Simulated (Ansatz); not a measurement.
The slice is one period of a {111} plane through atoms; its size isn't given.

These are PBE (plane waves to 420 eV, PAW, scalar-relativistic; Ansatz, a first-principles code) values and carry that method's errors. Inside the PAW spheres the values are not all-electron values, and peaks at nuclei hang on which shells count as valence.

```
|99998877553311000000113355778899|
|88887766443311000000113344667788|
|77776655332211000000112233556677|
|55554433221100000000001122334455|
|33333322110000000000000011223333|
|22111111000000000000000000111111|
|00000000000000000000000000000000|
|00000000001111112211111100000000|
|00000000112233333333332211000000|
|00000011223344555555443322110000|
|00001122335566777777665533221100|
|00001133446677888888776644331100|
|00001133557788999999887755331100|
|00002233557788999999887755332200|
|00001133557788999999887755331100|
|00001133446677888888776644331100|
|00001122335566777777665533221100|
|00000011223344555555443322110000|
|00000000112233333333332211000000|
|00000000001111112211111100000000|
|00000000000000000000000000000000|
|22111111000000000000000000111111|
|33333322110000000000000011223333|
|55554433221100000000001122334455|
|77776655332211000000112233556677|
|88887766443311000000113344667788|
|99998877553311000000113355778899|
|99998877553322000000223355778899|
```
Scale: ten equal steps from -0.84 (start of '0') to 1.37 (end of '9'), in the order '0123456789'. Values: log₁₀ of the valence density in e/Å³. The map has 16 points along u (two characters each, u = 0 at the left) and 28 along v (v = 0 in the bottom row). The scale is logarithmic, as a density can span decades between atoms and voids.

```
|xxxxxx@@##==..      ..==##@@xxxx|
|xxxx@@%%**--          --**%%@@xx|
|@@@@%%**==..          ..==**%%@@|
|####**==::              ::==**##|
|====--..                  ..--==|
|....                          ..|
|                                |
|              ......            |
|          ..--======--..        |
|        ::==**######**==::      |
|      ..==**%%@@@@@@%%**==..    |
|      --**%%@@xxxxxx@@%%**--    |
|    ..==##@@xxxxxxxxxx@@##==..  |
|    ..==##@@xxxxxxxxxx@@##==..  |
|    ..==##@@xxxxxxxxxx@@##==..  |
|      --**%%@@xxxxxx@@%%**--    |
|      ..==**%%@@@@@@%%**==..    |
|        ::==**######**==::      |
|          ..--======--..        |
|              ......            |
|                                |
|....                          ..|
|====--..                  ..--==|
|####**==::              ::==**##|
|@@@@%%**==..          ..==**%%@@|
|xxxx@@%%**--          --**%%@@xx|
|xxxxxx@@##==..      ..==##@@xxxx|
|xxxxxx@@##==..      ..==##@@xxxx|
```
Scale: ten equal steps from 0.16 (start of ' ') to 0.52 (end of '@'), in the order ' .:-=+*#%@'. Values: electron localisation function (ELF). The map has 16 points along u (two characters each, u = 0 at the left) and 28 along v (v = 0 in the bottom row). Points within 0.5 Å of a nucleus are blanked (x), as the pseudised field means little there.

### Question
Which relaxed crystal do these maps come from?
A. Pd (fcc, Cu type)
B. Al (fcc, Cu type)
C. Ag (fcc, Cu type)

### Answer
C, Ag (fcc, Cu type). Atoms on the slice: Ag at (0.00, 0.00); Ag at (0.50, 0.50)

All were relaxed with their symmetry unable to fall. Pd is run without spin polarisation. The PAW data are Ansatz's earlier set.
